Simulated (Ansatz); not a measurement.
Total density of states per atom from plane-wave PAW r²SCAN (Ansatz code), in 0.25 eV bins, energy from the Fermi level:

```
E (eV) | states/eV/atom
    -7.85 | ########### 0.73
    -7.60 | ########## 0.68
    -7.35 | ########## 0.66
    -7.10 | ######### 0.62
    -6.85 | ##### 0.32
    -6.60 | ######## 0.54
    -6.35 | ############# 0.88
    -6.10 | ############# 0.90
    -5.85 | ################ 1.10
    -5.60 | ###### 0.43
    -5.35 | ########## 0.69
    -5.10 | ############## 0.95
    -4.85 | ############ 0.82
    -4.60 | ########### 0.74
    -4.35 | ########## 0.70
    -4.10 | ######### 0.64
    -3.85 | ######### 0.63
    -3.60 | ######## 0.55
    -3.35 | #### 0.28
    -3.10 | ##### 0.37
    -2.85 | ########### 0.76
    -2.60 | ############ 0.79
    -2.35 | ################# 1.18
    -2.10 | ######################## 1.62
    -1.85 | ############################ 1.91
    -1.60 | #################### 1.37
    -1.35 | ############################## 2.04
    -1.10 | ######################## 1.65
    -0.85 | ############## 0.96
    -0.60 | ### 0.23
    -0.35 | # 0.10
    -0.10 | ## 0.11
     0.15 | ## 0.15
     0.40 | ##### 0.36
     0.65 | ####### 0.49
     0.90 | # 0.06
     1.15 | ### 0.20
     1.40 | ###### 0.39
     1.65 | ############ 0.83
     1.90 | ################## 1.21
     2.15 | ################# 1.16
     2.40 | ## 0.17
     2.65 |  0.00
     2.90 |  0.00
     3.15 |  0.00
     3.40 |  0.02
     3.65 | # 0.07
     3.90 | #### 0.25
     4.15 | ##### 0.34
     4.40 | ###### 0.40
     4.65 | ###### 0.41
```

Question: Which compound is it?
A. CrO2, rutile
B. ZrO2, Pca2_1 (Zr on 4a, O on 4a, O on 4a)
C. GdPd, Cmcm (Gd on 4c, Pd on 4c)
D. CoPdO2, R-3m (Pd on 3a, Co on 3b, O on 6c)

Answer: D, CoPdO2, R-3m (Pd on 3a, Co on 3b, O on 6c). Within 0.5 eV of the Fermi level: Pd 4d 57 %, Co 3d 15 %, O 2p 14 %, outside the projected shells 10 %. Projections are on Löwdin-orthogonalised atomic valence shells; empty p or d shells of many metals are not among them.

The r²SCAN relaxation kept the symmetry of its start. The workflow began spin-polarised and lost its moments. No Hubbard U is applied. The compound may be a true metal, but semilocal functionals without U, or a wrong spin order, can also close a gap. Spin–orbit coupling is left out wherever it is not named.

Potentials: the later of the program's two PAW sets.
